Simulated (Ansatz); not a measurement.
Relaxed-ion elastic tensor of Y2C (anti-CdI2 type, space group No. 164) in GPa (Voigt order), plane-wave PAW PBEsol (Ansatz code); density 4.68 g/cm³, 22.45 Å³ per atom.

|  | 1 | 2 | 3 | 4 | 5 | 6 |
|---|---|---|---|---|---|---|
| 1 | 139 | 48.3 | 14.4 | -1.1 | 0.0 | 0.0 |
| 2 | 48.3 | 139 | 14.4 | 1.1 | 0.0 | 0.0 |
| 3 | 14.4 | 14.4 | 99.7 | 0.0 | 0.0 | 0.0 |
| 4 | -1.1 | 1.1 | 0.0 | -0.5 | 0.0 | 0.0 |
| 5 | 0.0 | 0.0 | 0.0 | 0.0 | -0.5 | -1.1 |
| 6 | 0.0 | 0.0 | 0.0 | 0.0 | -1.1 | 45.4 |

Question: Is the crystal mechanically stable?

Answer: On the edge, within the error: the smallest eigenvalue of C is -0.5 GPa.

Space group P-3m1 (anti-CdI2 type). The cell is a constructed one: a structure type filled with these elements; neither database checked (COD, Materials Project) lists it. COD files the formula under space group No. 166. Whether it is the stable phase at ambient conditions was not checked. The cell was relaxed with PBEsol under the symmetry of its start; whether a distortion lowers the energy is not shown. The run is not spin-polarised. As this level gives no gap, shear constants depend on the k-mesh and smearing (Fermi–Dirac, 0.1 eV here).

Potentials: the earlier of the program's two PAW sets. The files were generated under PBE; for other functionals the program regenerates the frozen cores, and for LDA and PBEsol the local potential too.
